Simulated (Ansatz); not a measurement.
Consider the following.

SnO2:
Space group I4₁/amd, origin choice 1 (No. 141); a = b = 3.972 Å, c = 10.180 Å, α = β = γ = 90.00°

```json
[
 {"atom": "Sn", "site": "4a", "symmetry": "-4m2", "x": "0.0000", "y": "0.0000", "z": "0.0000"},
 {"atom": "O", "site": "8e", "symmetry": "2mm.", "x": "0.0000", "y": "0.0000", "z": "0.2030"}
]
```
(The calculation used a cell of 6 atoms; values per cell refer to that cell.)

This is the LDA-relaxed structure.

Problem. All from plane-wave PAW LDA (Ansatz code), unless another level is named. Estimate the electronic dielectric constant ε∞ (DFPT).

Solution. 4.10 (xx = yy), 4.21 (zz).

Problem. Predict the Born charges (a third of the trace).

Solution. Sn +4.15, O -2.08 e.

Problem. Give the static dielectric constant ε0 (ions relaxed, cell fixed).

Solution. 9.83 (xx = yy), 8.50 (zz).

Space group I4_1/amd (anatase). The workflow started from a Materials Project entry (that database holds measured and hypothetical structures alike); the Crystallography Open Database copy checked does not list it. It is not the phase usual at ambient conditions (space group No. 136). The LDA relaxation kept the symmetry of its start; its stability against distortions is not shown here. Spin–orbit coupling is left out wherever it is not named.

Potentials: the later of the program's two PAW sets.
